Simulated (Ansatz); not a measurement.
TiS$_{2}$ (CdI2 type)

```
CELL_PARAMETERS angstrom
      3.36059     0.00000     0.00000
     -1.68029     2.91036     0.00000
      0.00000     0.00000     5.52244
ATOMIC_POSITIONS crystal
  Ti 0.00000 0.00000 0.00000
  S  0.33333 0.66667 0.25857
  S  0.66667 0.33333 0.74143
```

Equation-of-state scan: isotropic scaling of the cell above, V₀ being its volume. The atoms relax within the cell's symmetry.

These are PBE-D3(BJ) (plane waves to 420 eV, PAW, scalar-relativistic; Ansatz, an electronic-structure program) values and carry that method's errors. k mesh 16×16×9 (Γ-centred), Fermi-Dirac smearing 0.05 eV. The energy includes the smearing's −TS. With the shape held, the modulus is that of even scaling; a crystal free to change shape is softer. At this level the bands of TiS2 touch or barely overlap. TiS2 is run without spin polarisation. TiS2 was relaxed with its symmetry unable to fall. ΔE is measured from the relaxed starting cell. The last digit holds for this mesh only.

```json
[
 {"V (Å³/atom)": "16.924", "ΔE (meV/atom)": "11.4"},
 {"V (Å³/atom)": "17.104", "ΔE (meV/atom)": "7.8"},
 {"V (Å³/atom)": "17.284", "ΔE (meV/atom)": "4.9"},
 {"V (Å³/atom)": "17.464", "ΔE (meV/atom)": "2.7"},
 {"V (Å³/atom)": "17.644", "ΔE (meV/atom)": "1.2"},
 {"V (Å³/atom)": "17.824", "ΔE (meV/atom)": "0.3"},
 {"V (Å³/atom)": "18.004", "ΔE (meV/atom)": "0.0"},
 {"V (Å³/atom)": "18.184", "ΔE (meV/atom)": "0.3"},
 {"V (Å³/atom)": "18.364", "ΔE (meV/atom)": "1.1"},
 {"V (Å³/atom)": "18.544", "ΔE (meV/atom)": "2.4"},
 {"V (Å³/atom)": "18.724", "ΔE (meV/atom)": "4.2"},
 {"V (Å³/atom)": "18.904", "ΔE (meV/atom)": "6.5"},
 {"V (Å³/atom)": "19.084", "ΔE (meV/atom)": "9.2"}
]
```

Task: What bulk modulus at fixed cell shape B₀ follows from a third-order Birch-Murnaghan fit?

Result: 50.4 GPa.

Task: What is the fitted pressure derivative B₀′?

Result: 4.3.

(A scan under strain: stresses follow from slopes of the energy per volume, elastic moduli from its curvatures.)
